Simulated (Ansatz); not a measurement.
CdTe (CsCl type, Pm-3m) at seven volumes, r²SCAN (plane waves, PAW; program Ansatz), scaled uniformly. One row is withheld.

| V (Å³/atom) | P (GPa) |
|---|---|
| 24.352 | 5.96 |
| 25.155 | ? |
| 25.958 | 1.63 |
| 26.761 | 0.00 |
| 27.564 | -1.36 |
| 28.366 | -2.49 |
| 29.169 | -3.44 |

Q: Fit the shown pressures and predict the withheld one.

A: P = (3/2)B₀(x^(7/2) − x^(5/2))[1 + (3/4)(B′ − 4)(x − 1)] with x = (V₀/V)^(2/3). Least squares on the six rows gives V₀ = 26.761 Å³/atom, B₀ = 49.7 GPa, B′ = 5.10. At V = 25.155, x = 1.0421 and P = 3.60 GPa. The run itself gave 3.60 GPa.

The cell is a constructed one: a structure type filled with these elements; neither database checked (COD, Materials Project) lists it. It is not the phase usual at ambient conditions (space group No. 216). The cell was relaxed with r²SCAN under the symmetry of its start. At this level the phase is mechanically unstable. Scalar-relativistic: spin–orbit coupling is off unless named, which matters more the heavier the elements.

Potentials: the later of the program's two PAW sets.
